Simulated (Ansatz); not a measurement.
input.yaml

```yaml
crystal:
  lattice:
    - [1.6342874651, 0.9435563079, 8.3566713346]
    - [-1.6342874651, 0.9435563079, 8.3566713346]
    - [0.0, -1.8871126159, 8.3566713346]
  atoms:
    - { symbol: Mg, position: [0.783153, 0.783153, 0.783153] }
    - { symbol: Sc, position: [0.99540167, 0.99540167, 0.99540167] }
    - { symbol: Al, position: [0.21328433, 0.21328433, 0.21328433] }
    - { symbol: O, position: [0.87899233, 0.87899233, 0.87899233] }
    - { symbol: O, position: [0.138222, 0.138222, 0.138222] }
    - { symbol: O, position: [0.70311933, 0.70311933, 0.70311933] }
    - { symbol: O, position: [0.287524, 0.287524, 0.287524] }
basis:
  ecutwfc: 420
kpoints:
  mp_grid: { grid: [12, 12, 12] }
hamiltonian:
  xc: pbesol
scf:
  occupations: { method: gaussian, width: 0.02 }
output:
  forces: true
  stress: true
  eigenvalues: true
relax:
  adjacent_minimum: "off"
  f_tol: 0.01
  max_steps: 40
```

Command:
```bash
ansatz run input.yaml --threads 2 --pin off --max-ram 5120MiB --backend cpu --events-out ev --progress --plain --runs-dir out
```

Level of theory: DFT PBEsol, scalar-relativistic, plane waves, PAW (Ansatz).

Part of what the program printed, abridged:

```
Warning: output.stress: scf.convergence.dr2_threshold = 1e-7 eV (the SCF's general default) is looser than the 7e-10 eV advised for a printed stress (1e-10 eV for each atom of the cell: 7). ...
Pseudopotentials: kind: paw
Pseudopotential: Mg, paw, valence charge 10, recommended cutoff 420 eV (normal)
Pseudopotential: Sc, paw, valence charge 11, recommended cutoff 420 eV (normal)
Pseudopotential: Al, paw, valence charge 3, recommended cutoff 420 eV (normal)
Pseudopotential: O, paw, valence charge 6, recommended cutoff 420 eV (normal)
Functional definition: PBEsol
Crystal: 7 atoms, lattice volume = 77.318 Å³
Basis set: ecut = 420 eV, 1527 PW (Γ), FFT grids on a1−a3, a2−a3, a3, exchange–correlation on 48×48×120 points (8 copies of the dense FFT grid, shifted against one another)
Bands: 31, of which v1, the nominal top of the filled ones, is band 24 counted from 1 (23 counted from 0)
Symmetry: 6 space group operations
Space group: R3m (ITA 160), of the structure as read, at distance tolerance 4.3e-5 Å
k-points: 189 of 1728 (time reversal used)
Initial density: superposition of atomic densities (neutral atoms: chi_scale 0, normalization atom), corrected by the library's trained network
Initial wavefunctions: pseudopotential atomic-orbital guess
Functional: x = pbesol(κ = 0.804, μ = 0.12345679), c = pbesol(β = 0.046)
SCF iter   1: F=—  HF=-6803.208868 eV  |F-HF|=—  |Δ(HF+E_count)|=         —  Δρ=1.44e-2  dr2=1.36e-1  ethr=1.77e-3  ⟨swp⟩=6.2  Hψ=26136  notcnv=0
SCF iter   2: F=—  HF=-6803.173239 eV  |F-HF|=—  |Δ(HF+E_count)|=   3.56e-2  Δρ=3.11e-3  dr2=5.42e-3  ethr=2.84e-4  ⟨swp⟩=2.0  Hψ=10417  notcnv=0  defer=351
SCF iter   3: F=—  HF=-6803.172289 eV  |F-HF|=—  |Δ(HF+E_count)|=   9.49e-4  Δρ=1.31e-3  dr2=1.22e-3  ethr=1.13e-5  ⟨swp⟩=2.2  Hψ=9609  notcnv=0  defer=351
SCF iter   4: F=—  HF=-6803.172293 eV  |F-HF|=—  |Δ(HF+E_count)|=   3.78e-6  Δρ=6.69e-4  dr2=3.97e-4  ethr=2.55e-6  ⟨swp⟩=2.1  Hψ=8106  notcnv=0  defer=351
SCF iter   5: F=—  HF=-6803.172260 eV  |F-HF|=—  |Δ(HF+E_count)|=   3.28e-5  Δρ=1.68e-4  dr2=2.90e-5  ethr=8.27e-7  ⟨swp⟩=2.1  Hψ=7792  notcnv=0  defer=351
SCF iter   6: F=—  HF=-6803.172267 eV  |F-HF|=—  |Δ(HF+E_count)|=   6.52e-6  Δρ=6.47e-5  dr2=3.43e-6  ethr=6.05e-8  ⟨swp⟩=2.0  Hψ=8227  notcnv=0  defer=351
SCF iter   7: F=-6803.172267 eV  HF=-6803.172267 eV  |F-HF|=4.24e-7  |Δ(HF+E_count)|=   4.84e-7  Δρ=3.63e-5  dr2=1.01e-6  ethr=5.21e-9  ⟨swp⟩=8.6  Hψ=25004  notcnv=0
SCF 1 converged in 7 iterations: F = -6803.172267 eV  dr2 = 1.01e-6
relax step   1: F+E_penalty+E_count = -6803.17226686 eV  Δ(F+E_penalty+E_count) = +0.000e0 eV  max|allowed force component| = 2.013e-1 eV/Å  Δτ_max = 0.0000 Å  (7 SCF iters, dr2 threshold 2.50e-6 eV, accepted)
Initial density: handed on by an earlier stage of this run
Initial wavefunctions: those handed on with the density
SCF iter   1: F=—  HF=-6803.174750 eV  |F-HF|=—  |Δ(HF+E_count)|=         —  Δρ=9.17e-4  dr2=4.94e-4  ethr=9.94e-7  ⟨swp⟩=2.0  Hψ=17973  notcnv=0  defer=352
SCF iter   2: F=—  HF=-6803.174716 eV  |F-HF|=—  |Δ(HF+E_count)|=   3.35e-5  Δρ=4.42e-4  dr2=1.08e-4  ethr=9.94e-7  ⟨swp⟩=2.4  Hψ=7350  notcnv=0  defer=352
SCF iter   3: F=—  HF=-6803.174703 eV  |F-HF|=—  |Δ(HF+E_count)|=   1.29e-5  Δρ=1.67e-4  dr2=1.72e-5  ethr=2.25e-7  ⟨swp⟩=2.0  Hψ=9465  notcnv=0  defer=352
SCF iter   4: F=-6803.174700 eV  HF=-6803.174701 eV  |F-HF|=6.26e-8  |Δ(HF+E_count)|=   2.80e-6  Δρ=3.58e-5  dr2=7.06e-7  ethr=5.28e-9  ⟨swp⟩=7.3  Hψ=26401  notcnv=0
SCF 2 converged in 4 iterations: F = -6803.174700 eV  dr2 = 7.06e-7
relax step   2: F+E_penalty+E_count = -6803.17470045 eV  Δ(F+E_penalty+E_count) = -2.434e-3 eV  max|allowed force component| = 6.034e-2 eV/Å  Δτ_max = 0.0107 Å  (4 SCF iters, dr2 threshold 2.53e-6 eV, accepted)
SCF iter   1: F=—  HF=-6803.175042 eV  |F-HF|=—  |Δ(HF+E_count)|=         —  Δρ=5.47e-4  dr2=1.87e-4  ethr=2.82e-6  ⟨swp⟩=2.0  Hψ=12854  notcnv=0  defer=357
SCF iter   2: F=—  HF=-6803.175066 eV  |F-HF|=—  |Δ(HF+E_count)|=   2.37e-5  Δρ=2.59e-4  dr2=4.01e-5  ethr=3.89e-7  ⟨swp⟩=1.0  Hψ=7372  notcnv=0  defer=356
SCF iter   3: F=—  HF=-6803.175060 eV  |F-HF|=—  |Δ(HF+E_count)|=   6.21e-6  Δρ=1.03e-4  dr2=7.93e-6  ethr=8.36e-8  ⟨swp⟩=2.0  Hψ=8856  notcnv=0  defer=356
SCF iter   4: F=—  HF=-6803.175058 eV  |F-HF|=—  |Δ(HF+E_count)|=   1.37e-6  Δρ=2.31e-5  dr2=3.68e-7  ethr=1.65e-8  ⟨swp⟩=2.0  Hψ=8062  notcnv=0  defer=356
SCF iter   5: F=-6803.175058 eV  HF=-6803.175058 eV  |F-HF|=2.69e-8  |Δ(HF+E_count)|=   3.91e-9  Δρ=1.20e-5  dr2=8.27e-8  ethr=4.74e-10  ⟨swp⟩=7.9  Hψ=22888  notcnv=0
SCF 3 converged in 5 iterations: F = -6803.175058 eV  dr2 = 8.27e-8
relax step   3: F+E_penalty+E_count = -6803.17505835 eV  Δ(F+E_penalty+E_count) = -3.579e-4 eV  max|allowed force component| = 3.065e-2 eV/Å  Δτ_max = 0.0053 Å  (5 SCF iters, dr2 threshold 2.28e-7 eV, accepted)
SCF iter   1: F=—  HF=-6803.175109 eV  |F-HF|=—  |Δ(HF+E_count)|=         —  Δρ=2.89e-4  dr2=4.31e-5  ethr=7.61e-7  ⟨swp⟩=2.0  Hψ=12851  notcnv=0  defer=253
SCF iter   2: F=—  HF=-6803.175159 eV  |F-HF|=—  |Δ(HF+E_count)|=   4.95e-5  Δρ=1.40e-4  dr2=1.02e-5  ethr=8.98e-8  ⟨swp⟩=2.0  Hψ=11349  notcnv=0  defer=250
SCF iter   3: F=—  HF=-6803.175157 eV  |F-HF|=—  |Δ(HF+E_count)|=   2.02e-6  Δρ=5.96e-5  dr2=2.49e-6  ethr=2.13e-8  ⟨swp⟩=2.0  Hψ=9655  notcnv=0  defer=250
SCF iter   4: F=-6803.175156 eV  HF=-6803.175156 eV  |F-HF|=2.38e-8  |Δ(HF+E_count)|=   5.10e-7  Δρ=1.21e-5  dr2=9.42e-8  ethr=2.08e-10  ⟨swp⟩=6.4  Hψ=27580  notcnv=0
SCF 4 converged in 4 iterations: F = -6803.175156 eV  dr2 = 9.42e-8
relax step   4: F+E_penalty+E_count = -6803.17515608 eV  Δ(F+E_penalty+E_count) = -9.772e-5 eV  max|allowed force component| = 2.560e-2 eV/Å  Δτ_max = 0.0024 Å  (4 SCF iters, accepted)
SCF iter   1: F=—  HF=-6803.175182 eV  |F-HF|=—  |Δ(HF+E_count)|=         —  Δρ=3.29e-4  dr2=6.01e-5  ethr=1.07e-6  ⟨swp⟩=2.0  Hψ=12705  notcnv=0  defer=248
SCF iter   2: F=—  HF=-6803.175229 eV  |F-HF|=—  |Δ(HF+E_count)|=   4.76e-5  Δρ=1.73e-4  dr2=1.66e-5  ethr=1.25e-7  ⟨swp⟩=1.0  Hψ=7569  notcnv=0  defer=245
SCF iter   3: F=—  HF=-6803.175226 eV  |F-HF|=—  |Δ(HF+E_count)|=   3.65e-6  Δρ=8.33e-5  dr2=4.99e-6  ethr=3.45e-8  ⟨swp⟩=2.0  Hψ=9657  notcnv=0  defer=245
SCF iter   4: F=-6803.175225 eV  HF=-6803.175225 eV  |F-HF|=4.69e-8  |Δ(HF+E_count)|=   1.11e-6  Δρ=1.62e-5  dr2=1.56e-7  ethr=3.52e-10  ⟨swp⟩=7.5  Hψ=26732  notcnv=0
SCF 5 converged in 4 iterations: F = -6803.175225 eV  dr2 = 1.56e-7
relax step   5: F+E_penalty+E_count = -6803.17522453 eV  Δ(F+E_penalty+E_count) = -6.845e-5 eV  max|allowed force component| = 1.089e-2 eV/Å  Δτ_max = 0.0026 Å  (4 SCF iters, dr2 threshold 1.69e-7 eV, accepted)
SCF iter   1: F=—  HF=-6803.175173 eV  |F-HF|=—  |Δ(HF+E_count)|=         —  Δρ=8.66e-5  dr2=5.59e-6  ethr=7.77e-8  ⟨swp⟩=2.0  Hψ=11815  notcnv=0  defer=7
SCF iter   2: F=—  HF=-6803.175231 eV  |F-HF|=—  |Δ(HF+E_count)|=   5.78e-5  Δρ=4.00e-5  dr2=1.11e-6  ethr=1.16e-8  ⟨swp⟩=2.1  Hψ=11174  notcnv=0  defer=7
SCF iter   3: F=—  HF=-6803.175231 eV  |F-HF|=—  |Δ(HF+E_count)|=   1.74e-7  Δρ=2.16e-5  dr2=3.35e-7  ethr=2.30e-9  ⟨swp⟩=2.0  Hψ=7759  notcnv=0  defer=7
SCF iter   4: F=-6803.175231 eV  HF=-6803.175231 eV  |F-HF|=1.11e-8  |Δ(HF+E_count)|=   5.04e-8  Δρ=4.66e-6  dr2=2.93e-8  ethr=2.08e-10  ⟨swp⟩=5.4  Hψ=24180  notcnv=0
SCF 6 converged in 4 iterations: F = -6803.175231 eV  dr2 = 2.93e-8
relax step   6: F+E_penalty+E_count = -6803.17523098 eV  Δ(F+E_penalty+E_count) = -6.452e-6 eV  max|allowed force component| = 3.952e-3 eV/Å  Δτ_max = 0.0006 Å  (4 SCF iters, accepted)
SCF converged after 4 iterations
Free energy (F): -6803.175231 eV
Harris-Foulkes:  -6803.175231 eV  (|F-HF|=1.11e-8)
Internal energy: -6803.175231 eV  (E = F + TS)
E sigma→0 (E₀):  -6803.175231 eV
Fermi energy:    8.839913 eV
--- Per-component energies (eV) ---
  E_band       = -480.449503
  E_kinetic    = 1070.593735
  E_local      = -3822.662049  (includes V_loc(G=0)·N_el)
  E_nonlocal   = 376.837009
  E_hartree    = 1378.472250
  E_xc         = -468.435480
  E_vxc        = -576.401052  (∫ρ·V_xc dr)
  E_paw        = -2275.773745  (= ΣΔE_a)
  E_vpaw       = -285.771689  (= ΣTr[D̂ρ^β])
  E_aug_tail   = 0.010041  (compensation charges beyond the density's cutoff)
  E_ewald      = -3062.565169
  E_core_change = 0.348178  (= ΣΔE_core)
  E_smearing   =  0.000000  (= −TS)
--- Forces (eV/Å), atoms counted from 1 ---
  atom   1  Mg     0.00000000     0.00000000    -0.00184323
  atom   2  Sc     0.00000000     0.00000000     0.00394972
  atom   3  Al     0.00000000     0.00000000    -0.00255392
  atom   4  O      0.00000000     0.00000000    -0.00082722
  atom   5  O      0.00000000     0.00000000     0.00199922
  atom   6  O      0.00000000     0.00000000     0.00024109
  atom   7  O      0.00000000     0.00000000    -0.00097947
--- Stress (GPa, compression-positive) ---
       -4.528377       0.000000       0.000000
        0.000000      -4.528377       0.000000
        0.000000       0.000000      -4.477828
  P = ⅓ Tr σ = -4.5115 GPa (-45.115 kbar)
--- Band table (eV; the first three rows and the last of 189) ---
  k-point 0: bands = ["-64.8258", "-40.2197", "-31.7815", "-31.7702", "-31.7702", "-19.0943", "-18.7470", "-18.7470", "-11.2058", "-9.6581", "-9.3023", "-8.4691", "2.3941", "3.7652", "3.8844", "3.8844", "4.5340", "4.5340", "4.5593", "5.8829", "5.8829", "6.5548", "6.5548", "6.7554", "10.8814", "11.6756", "11.6756", "12.2826", "13.6394", "14.5688", "14.5688"]
  k-point 1: bands = ["-64.8257", "-40.2162", "-31.7814", "-31.7722", "-31.7707", "-19.0851", "-18.7849", "-18.7532", "-11.1558", "-9.6108", "-9.2794", "-8.4994", "2.4640", "3.3048", "3.8361", "3.9787", "4.2986", "4.5773", "5.0165", "5.7831", "5.8704", "6.2950", "6.4957", "6.7660", "11.1911", "11.6620", "11.7709", "12.2934", "13.4870", "14.5573", "14.6599"]
  k-point 2: bands = ["-64.8254", "-40.2069", "-31.7813", "-31.7773", "-31.7719", "-19.0603", "-18.8860", "-18.7702", "-11.0147", "-9.4904", "-9.2168", "-8.5770", "2.5462", "2.7869", "3.7095", "3.7467", "4.2997", "4.6943", "5.1902", "5.7440", "5.8289", "5.9007", "6.3535", "6.6745", "11.5608", "11.9447", "12.0138", "12.3295", "13.2956", "14.5364", "14.7757"]
  k-point 188: bands = ["-64.8258", "-40.2197", "-31.7815", "-31.7702", "-31.7702", "-19.0943", "-18.7470", "-18.7470", "-11.1901", "-9.8081", "-9.0896", "-8.5484", "2.6540", "3.1009", "3.8895", "3.8895", "4.5220", "4.5220", "5.4470", "5.9010", "5.9010", "6.1436", "6.5435", "6.5435", "11.4237", "11.6782", "11.6782", "12.2802", "12.7888", "14.5641", "14.5641"]
--- Relaxed structure (6 steps of the walk, 6 accepted, 0 SCFs on fresh bases) ---
  F+E_penalty+E_count = -6803.17523098 eV   max|allowed force component| = 3.952e-3 eV/Å
  atoms:
    - { symbol: Mg, position: [0.78266050, 0.78266050, 0.78266050] }
    - { symbol: Sc, position: [0.99507173, 0.99507173, 0.99507173] }
    - { symbol: Al, position: [0.21348799, 0.21348799, 0.21348799] }
    - { symbol: O, position: [0.87954022, 0.87954022, 0.87954022] }
    - { symbol: O, position: [0.13844292, 0.13844292, 0.13844292] }
    - { symbol: O, position: [0.70254738, 0.70254738, 0.70254738] }
    - { symbol: O, position: [0.28794589, 0.28794589, 0.28794589] }
```

The relaxation met its thresholds.

Time: 48 s on 2 threads of Intel(R) Xeon(R) 6975P-C (Granite Rapids), on a shared host, peak memory 0.68 GiB.